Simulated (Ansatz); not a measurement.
Bi:
```
Bi
1.0
    0.00000     3.64473     3.64473
    3.64473     0.00000     3.64473
    3.64473     3.64473     0.00000
Bi
2
Direct
  0.00000   0.00000   0.00000
  0.25000   0.25000   0.25000
```

Relaxed with PBE. Special points in fractions of this cell's reciprocal vectors: Γ (0.000, 0.000, 0.000); X (0.500, 0.000, 0.500); U (0.625, 0.250, 0.625); K (0.375, 0.375, 0.750); L (0.500, 0.500, 0.500); W (0.500, 0.250, 0.750).

Question: List the band energies nearest the Fermi level at these points for plane-wave PAW PBE with spin–orbit coupling (Ansatz code).

Answer: In eV from the Fermi level; about four levels below and three above (degenerate sets whole), none deeper than 8.9 eV; points with the same levels are listed once.

```
k                                below                above
-  -----------------------------------  -------------------
Γ  -0.30 -0.30 -0.30 -0.30 -0.19 -0.19  1.73 1.73 1.73 1.73
X              -0.05 -0.05 -0.05 -0.05  4.34 4.34 4.34 4.34
U              -2.48 -2.48 -0.34 -0.34  1.34 1.34 3.51 3.51
L              -2.23 -2.23 -1.11 -1.11  1.59 1.59 2.71 2.71
W              -3.31 -3.31 -2.71 -2.71  0.12 0.12 1.49 1.49
```

Space group Fd-3m (diamond). The start of the workflow was typed in or built on a structure type; neither database checked (COD, Materials Project) lists it. It is not the phase usual at ambient conditions (space group No. 166). The cell was relaxed with PBE under the symmetry of its start; whether a distortion lowers the energy is not shown.

Potentials: the earlier of the program's two PAW sets.
